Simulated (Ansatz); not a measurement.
AlGa3N4:
```yaml
crystal:
  lattice:
    - [3.16332, 0.00000, 0.00000]
    - [-1.58166, 2.73952, 0.00000]
    - [0.00000, 0.00000, 10.27828]
  atoms:
    - { symbol: Ga, position: [0.66667, 0.33333, 0.00274] }
    - { symbol: N, position: [0.66667, 0.33333, 0.19287] }
    - { symbol: Ga, position: [0.00000, 0.00000, 0.25545] }
    - { symbol: N, position: [0.00000, 0.00000, 0.44565] }
    - { symbol: Ga, position: [0.66667, 0.33333, 0.50858] }
    - { symbol: N, position: [0.66667, 0.33333, 0.69936] }
    - { symbol: Al, position: [0.00000, 0.00000, 0.75500] }
    - { symbol: N, position: [0.00000, 0.00000, 0.93904] }
```

This is the r²SCAN-relaxed structure. x, y and z are the axes in which the lattice vectors are written.

Q: All from DFT-r²SCAN in the program Ansatz with PAW potentials, unless another level is named. Predict the gap with spin–orbit coupling.

A: 2.80 eV.

Q: And the hole effective mass, band 2 of 2 at the edge?

A: 0.22 along x, 3.7 along z (mₑ).

Space group P3m1. The start of the workflow was typed in or built on a structure type; neither database checked (COD, Materials Project) lists it. Whether it is the stable phase at ambient conditions was not checked. The r²SCAN relaxation kept the symmetry of its start; whether a distortion lowers the energy is not shown. Spin–orbit coupling is left out wherever it is not named.

Potentials: the earlier of the program's two PAW sets.
